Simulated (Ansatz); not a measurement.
## What DFT gives for CdTe

```
Cd Te
1.0
     0.00000    3.23545    3.23545
     3.23545    0.00000    3.23545
     3.23545    3.23545    0.00000
Cd Te
1 1
Direct
  0.00000 0.00000 0.00000
  0.25000 0.25000 0.25000
```

Method: r2SCAN, no spin polarisation; PAW, plane waves to 500 eV, 7×7×7 Γ-centred mesh, gaussian occupations (width 0.1085 eV) (Ansatz 0.2.0), atoms fixed.

- Charges: Bader charges in e: Cd +0.61, Te -0.61. In the mean Cd gives up most and Te takes most.
- Stress: The pressure is 1.8 GPa (compression positive), so with the atoms held at these fractions the cell would first expand.
- Band edges: Within 0.7 eV of the edges, the states project mainly on Te p (92 %) below the gap and on Cd s (53 %), Te p (23 %) and Te s (13 %) above it.
- Formation energy: -0.56 eV an atom against the elements' usual phases (free molecules for gases, crystals otherwise, with no correction for O₂ or N₂), so it is bound against them; other compounds may still compete. Relaxing would lower it.
- Electronic structure: The gap is 1.29 eV, direct at the points sampled.
- Contacts: Cd–Te at 2.80 Å: least valence density 0.34 e/Å³ and ELF 0.38 there. Both are smooth PAW fields, read partly inside the augmentation spheres.

Origin: a database entry at a rescaled volume. Caveats: no spin-orbit coupling, which can shift this gap by tenths of an eV.
